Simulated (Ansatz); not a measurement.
The relaxed structure here is a generated cell of HfZnO3: the first start was made by placing the elements on the sites of a structure type, and the end was not matched to a known phase here, so it may be hypothetical.

A structure of HfZnO3 relaxed with r2SCAN (plane waves to 500 eV, PAW, scalar-relativistic; Ansatz, a program for electronic structure); single points at other levels follow on the same geometry (Ansatz, PAW; HSE06 at 420 eV on a 4×3×4 k-mesh; no spin-orbit coupling). Space group Pnma (No. 62).

```yaml
crystal:
  lattice:
    - [5.39880, 0.00000, 0.00000]
    - [0.00000, 7.86111, 0.00000]
    - [0.00000, 0.00000, 5.31976]
  atoms:
    - { symbol: Zn, position: [0.47468, 0.25000, 0.00906] }
    - { symbol: Zn, position: [0.97468, 0.25000, 0.49094] }
    - { symbol: Zn, position: [0.52532, 0.75000, 0.99094] }
    - { symbol: Zn, position: [0.02532, 0.75000, 0.50906] }
    - { symbol: Hf, position: [0.00000, 0.00000, 0.00000] }
    - { symbol: Hf, position: [0.50000, 0.50000, 0.50000] }
    - { symbol: Hf, position: [0.00000, 0.50000, 0.00000] }
    - { symbol: Hf, position: [0.50000, 0.00000, 0.50000] }
    - { symbol: O, position: [0.08761, 0.25000, 0.12521] }
    - { symbol: O, position: [0.58761, 0.25000, 0.37479] }
    - { symbol: O, position: [0.91239, 0.75000, 0.87479] }
    - { symbol: O, position: [0.41239, 0.75000, 0.62521] }
    - { symbol: O, position: [0.32996, 0.56984, 0.16570] }
    - { symbol: O, position: [0.82996, 0.93016, 0.33430] }
    - { symbol: O, position: [0.67004, 0.06984, 0.83430] }
    - { symbol: O, position: [0.17004, 0.43016, 0.66570] }
    - { symbol: O, position: [0.67004, 0.43016, 0.83430] }
    - { symbol: O, position: [0.17004, 0.06984, 0.66570] }
    - { symbol: O, position: [0.32996, 0.93016, 0.16570] }
    - { symbol: O, position: [0.82996, 0.56984, 0.33430] }
```

| level | gap (eV) | kind | conduction minimum |
|---|---|---|---|
| r2SCAN | 3.61 | direct | Γ |
| HSE06 | … | – | … |

Q: Some entries are withheld; supply them.

A: 
- HSE06, gap (eV): 4.67
- HSE06, conduction minimum: Γ

For this cell size the semilocal gaps come from the SCF mesh and high-symmetry points. No spin polarisation in the result.

The run could not lose the symmetry of its start, so the end can be a saddle point.
